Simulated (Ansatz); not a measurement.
## HfRu: a vibration from a frozen displacement

These are results of DFT PBEsol, scalar-relativistic, plane waves, PAW in Ansatz, not measurements. Settings: plane waves to 420 eV, k-mesh 14×14×14 (Γ-centred), Gaussian smearing 0.15 eV. Spin–orbit coupling is left out, which matters for the heavy elements here. No spin polarisation. Energies are free energies at this smearing, counted from the undisturbed cell; pressure is positive in compression.

Zero of the scan (as given, not relaxed at this level; it stands at -3.1 GPa, and it needn't be the usual structure):

```yaml
crystal:
  lattice:
    - [3.22500, 0.00000, 0.00000]
    - [0.00000, 3.22500, 0.00000]
    - [0.00000, 0.00000, 3.22500]
  atoms:
    - { symbol: Hf, position: [0.00000, 0.00000, 0.00000] }
    - { symbol: Ru, position: [0.50000, 0.50000, 0.50000] }
```

Every Ru atom is moved by x along the Cartesian unit vector (1.000, 0.000, 0.000); the cell and all other atoms stay fixed. The cell's volume is 33.54 Å³; the moved atoms weigh 101.070 u together and the others 178.490 u. Some rows repeat others by symmetry and weren't run.

| x (Å) | ΔE (meV/cell) | total force on the moved atoms along the move (eV/Å) | pressure (GPa) |
| --- | --- | --- | --- |
| -0.1000 | 31.92 | 0.6381 | -2.4717 |
| -0.0875 | 24.44 | 0.5584 | -2.6213 |
| -0.0750 | 17.96 | 0.4787 | -2.7515 |
| -0.0625 | 12.47 | 0.3990 | -2.8621 |
| -0.0500 | 7.98 | 0.3193 | -2.9530 |
| -0.0375 | 4.49 | 0.2395 | -3.0240 |
| -0.0250 | 2.00 | 0.1597 | -3.0748 |
| -0.0125 | 0.50 | 0.0799 | -3.1054 |
| 0.0000 | 0.00 | 0.0000 | -3.1155 |
| 0.0125 | 0.50 | -0.0799 | -3.1054 |
| 0.0250 | 2.00 | -0.1597 | -3.0748 |
| 0.0375 | 4.49 | -0.2395 | -3.0240 |
| 0.0500 | 7.98 | -0.3193 | -2.9530 |
| 0.0625 | 12.47 | -0.3990 | -2.8621 |
| 0.0750 | 17.96 | -0.4787 | -2.7515 |
| 0.0875 | 24.44 | -0.5584 | -2.6213 |
| 0.1000 | 31.92 | -0.6381 | -2.4717 |

**Question.** What frequency belongs to this motion?

**Answer.** The force constant is k = −dF/dx = 6.392 eV/Å², from the parabola through x = -0.0125, 0 and 0.0125. In every cell the moved atoms swing against the rest, so the mass is μ = m₁m₂/(m₁ + m₂) = 64.530 u, and ν̃ = 521.5 cm⁻¹ × √(|k|/μ) = 164 cm⁻¹, at this cell's pressure of -3.1 GPa. To first order in x, and within 1 %, the force on every atom lies along the move and, within each of the two groups, in proportion to the atom's mass, so this is itself a mode at the zone centre of this cell.

**Question.** How far does the harmonic law reach?

**Answer.** At x = -0.100 Å, kx²/2 = 31.96 meV against the computed 31.92 meV (-0.1 %): the well is still close to harmonic there.

In a metal these slopes depend on the k mesh and the smearing.